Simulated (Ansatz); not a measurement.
Ni (fcc, Cu type)

```xyz
1
Lattice="0.0000 1.7391 1.7391 1.7391 0.0000 1.7391 1.7391 1.7391 0.0000" Properties=species:S:1:pos:R:3 pbc="T T T"
Ni     0.0000     0.0000     0.0000
```

Equation-of-state scan: isotropic scaling of the cell above, V₀ being its volume. Symmetry pins the atoms to their sites.

Calculation: r2SCAN (plane waves to 500 eV, PAW, scalar-relativistic; Ansatz, an electronic-structure program). k mesh 23×23×23 (Γ-centred), Fermi-Dirac smearing 0.05 eV. E stands for the smeared free energy. Ni was relaxed with its symmetry unable to fall. Relaxed Ni ends ferromagnetic. Other magnetic orders were not checked, so this need not be the ground state. The zero of ΔE is the relaxed starting cell. The last digit holds for this mesh only.

```json
[
 {"V (Å³/atom)": "9.467", "ΔE (meV/atom)": "88.8"},
 {"V (Å³/atom)": "9.678", "ΔE (meV/atom)": "54.5"},
 {"V (Å³/atom)": "9.888", "ΔE (meV/atom)": "29.4"},
 {"V (Å³/atom)": "10.099", "ΔE (meV/atom)": "12.5"},
 {"V (Å³/atom)": "10.309", "ΔE (meV/atom)": "3.0"},
 {"V (Å³/atom)": "10.519", "ΔE (meV/atom)": "0.0"},
 {"V (Å³/atom)": "10.730", "ΔE (meV/atom)": "2.8"},
 {"V (Å³/atom)": "10.940", "ΔE (meV/atom)": "10.7"},
 {"V (Å³/atom)": "11.150", "ΔE (meV/atom)": "23.3"},
 {"V (Å³/atom)": "11.361", "ΔE (meV/atom)": "39.8"},
 {"V (Å³/atom)": "11.571", "ΔE (meV/atom)": "60.0"}
]
```

What is the fitted pressure derivative B₀′?

4.9.

What bulk modulus B₀ follows from a third-order Birch-Murnaghan fit?

220 GPa. Check by three points about V = 10.519 Å³/atom, step 0.421: d²E/dV² ≈ (13 − 2·0 + 11) meV / 0.421² = 0.136 eV/Å⁶, and V·d²E/dV² × 160.2 = 228 GPa.

(A scan under strain: stresses follow from slopes of the energy per volume, elastic moduli from its curvatures.)
